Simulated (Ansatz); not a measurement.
The start is a generated cell, In2O3 placed in the stibnite structure type. A full variable-cell relaxation at zero pressure is run with r2SCAN (plane waves to 500 eV, PAW, scalar-relativistic; Ansatz, an electronic-structure program). The first steps use a coarse 2×6×2 k-mesh.

Input geometry:
```yaml
crystal:
  lattice:
    - [9.08187, 0.00000, 0.00000]
    - [0.00000, 3.08278, 0.00000]
    - [0.00000, 0.00000, 9.03599]
  atoms:
    - { symbol: In, position: [0.97063, 0.25000, 0.17398] }
    - { symbol: In, position: [0.47063, 0.25000, 0.32602] }
    - { symbol: In, position: [0.02937, 0.75000, 0.82602] }
    - { symbol: In, position: [0.52937, 0.75000, 0.67398] }
    - { symbol: In, position: [0.64939, 0.25000, 0.96397] }
    - { symbol: In, position: [0.14939, 0.25000, 0.53603] }
    - { symbol: In, position: [0.35061, 0.75000, 0.03603] }
    - { symbol: In, position: [0.85061, 0.75000, 0.46397] }
    - { symbol: O, position: [0.29220, 0.25000, 0.19181] }
    - { symbol: O, position: [0.79220, 0.25000, 0.30819] }
    - { symbol: O, position: [0.70780, 0.75000, 0.80819] }
    - { symbol: O, position: [0.20780, 0.75000, 0.69181] }
    - { symbol: O, position: [0.45040, 0.25000, 0.87700] }
    - { symbol: O, position: [0.95040, 0.25000, 0.62300] }
    - { symbol: O, position: [0.54960, 0.75000, 0.12300] }
    - { symbol: O, position: [0.04960, 0.75000, 0.37700] }
    - { symbol: O, position: [0.62460, 0.25000, 0.56110] }
    - { symbol: O, position: [0.12460, 0.25000, 0.93890] }
    - { symbol: O, position: [0.37540, 0.75000, 0.43890] }
    - { symbol: O, position: [0.87540, 0.75000, 0.06110] }
```

**Question.** How large is the pressure on the unrelaxed cell, and of which sign?

**Answer.** +7.2 GPa (positive: the cell is compressed).

**Question.** What is the largest force in the starting geometry, and on which atom (counted from 1)?

**Answer.** 4.08 eV/Å, on In5, In6, In7, In8 (atoms numbered as listed).

**Question.** How much energy is released per atom?

**Answer.** 0.33 eV/atom.

**Question.** How does the volume per atom move from start to end?

**Answer.** -5.6 %, from 12.65 to 11.94 Å³/atom.

The space group stays Pnma (No. 62) (the run could not lower it), with 20 atoms in the primitive cell. Final values are on a 4×9×3 k-mesh of the relaxed cell. No spin polarisation in the result.

The run could not lose the symmetry of its start: the end is stationary, and may be a saddle point rather than a minimum.

The relaxed structure here is a generated cell of In2O3: the first start was made by placing the elements on the sites of a structure type, and the end was not matched to a known phase here, so it may be hypothetical. Known forms of In2O3 include space group No. 206.
